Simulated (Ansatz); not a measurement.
## Stability checks on a candidate for Sc2GeSe

It was reached by relaxing an invented guess, and it needn't be the stable form of this composition.

The calculation used DFT PBE, scalar-relativistic, plane waves, PAW (Ansatz). The final run on the 4-atom cell used 420 eV, a Γ-centred 12×12×8 mesh, 0.10 eV smearing and no spin polarisation.

```
Sc Ge Se
1.0
     3.89412    0.00000    0.00000
     0.00000    3.89412    0.00000
     0.00000    0.00000    5.48183
Sc Ge Se
2 1 1
Cartesian
  1.9471 1.9471 0.0000
  0.0000 0.0000 2.7409
  1.9471 1.9471 2.7409
  0.0000 0.0000 0.0000
```

The zero of energy is the elements' standard structures at the same level; no fitted shifts are applied.

Question: These tests were run: energy against the elements; elastic tensor. What do they show?

Answer:

```csv
test,result
energy against the elements,−1.24 eV/atom
elastic tensor,least eigenvalue 36 GPa
```

It fails none of these tests. Whether a mixture of other phases lies lower isn't tested here. Phonons away from Γ weren't computed.

The reference form of Se is held partly by dispersion forces, which this level lacks. The run for the elastic tensor used a 12×12×8 k mesh and Fermi–Dirac smearing of 0.15 eV.
